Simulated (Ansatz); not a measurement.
ZnSe:
```xyz
2
Lattice="0.0000 2.8326 2.8326 2.8326 0.0000 2.8326 2.8326 2.8326 0.0000" Properties=species:S:1:pos:R:3 pbc="T T T"
Se     4.2490     4.2490     4.2490
Zn     0.0000     0.0000     0.0000
```

Relaxed with r²SCAN. DFT-r²SCAN in the program Ansatz with PAW potentials gives a gap of 1.87 eV.

Task: What gap does HSE06 give on the same cell (Ansatz, PAW)?

Result: 2.42 eV, 0.55 eV more. The hybrid was solved on a coarser mesh and at special points; its gap is the smallest among all of these.

```csv
k,v1 r²SCAN,c1 r²SCAN,v1 HSE06,c1 HSE06
Γ,0.00,1.87,0.00,2.42
X,-2.24,3.34,(withheld),(withheld)
L,-0.89,3.05,(withheld),(withheld)
W,-2.71,5.83,(withheld),(withheld)
K,-1.83,3.99,(withheld),(withheld)
```

Task: Top valence (v1) and lowest conduction level (c1) in eV from each method's valence maximum (which need not be a listed point): supply the withheld HSE06 values.

Result: 
- W, v1 HSE06: -2.79
- W, c1 HSE06: 6.43
- X, v1 HSE06: -2.31
- X, c1 HSE06: 3.84
- L, v1 HSE06: -0.92
- L, c1 HSE06: 3.65
- K, v1 HSE06: -1.90
- K, c1 HSE06: 4.56

Cost on shared cores: the r²SCAN run (SCF on a 9×9×9 mesh, then bands and DOS) very roughly 30 core-seconds, the HSE06 run (SCF on 6×6×6, then a few points) very roughly 2.7 core-minutes; the tasks are unlike.

Space group F-43m (zinc blende). The cell was relaxed with r²SCAN under the symmetry of its start; phonons on a q-mesh show no instability. Scalar-relativistic: spin–orbit coupling is off unless named, which matters more the heavier the elements.

Potentials: the later of the program's two PAW sets.
